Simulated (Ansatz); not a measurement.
Relaxed candidate structures of BaF2:

A. Fm-3m (No. 225), cF12, fluorite type; a = b = c = 6.137 Å, α = β = γ = 90.00°; Ba 4a (0.000, 0.000, 0.000); F 8c (0.250, 0.250, 0.250)

B. Pmc2₁ (No. 26), oP6; a = 3.9172 Å, b = 4.6376 Å, c = 6.7452 Å, α = 90.00°, β = 90.00°, γ = 90.00°; Ba 2a (0.000, 0.151, 0.703); F 2b (0.500, 0.081, 0.977); F 2a (0.000, 0.360, 0.353)

C. P6₃/mmc (No. 194), hP6; a = 4.358 Å, b = 4.358 Å, c = 5.996 Å, α = 90.00°, β = 90.00°, γ = 120.00°; Ba 2c (0.333, 0.667, 0.250); F 2a (0.000, 0.000, 0.000); F 2d (0.667, 0.333, 0.250)

D. Pnma (No. 62), oP12; a = 6.643 Å, b = 4.013 Å, c = 7.857 Å, α = 90.00°, β = 90.00°, γ = 90.00°; Ba 4c (0.250, 0.750, 0.115); F 4c (0.028, 0.250, 0.333); F 4c (0.141, 0.250, 0.930)

### Question
Put the candidates in order of energy per atom, lowest first, for PBEsol (plane waves to 420 eV, PAW, scalar-relativistic; Ansatz, a quantum-chemistry and plane-wave program).

### Answer
A (reference, the lowest among the structures calculated here), D (+0.032 eV/atom), C (+0.117 eV/atom), B (+0.198 eV/atom)

### Question
Give each candidate's band gap.

### Answer
No candidate is metallic. A: 6.83 eV (no spin-orbit coupling); B: 5.91 eV (no spin-orbit coupling); C: 5.98 eV (no spin-orbit coupling); D: 7.06 eV (no spin-orbit coupling).

Each run could gain symmetry but not lose that of its start, so entries can be saddle points. From databases, or of a type measured for this composition: Fm-3m, cF12, fluorite type; P6₃/mmc, hP6; Pnma, oP12; the others are generated cells (placed on structure types, drawn at random, substituted or restacked) that were not matched to a known phase here. Energies are at zero temperature and pressure, without zero-point motion. No spin polarisation in the result. Gaps of cells over 8 atoms come from the SCF mesh and high-symmetry points alone.
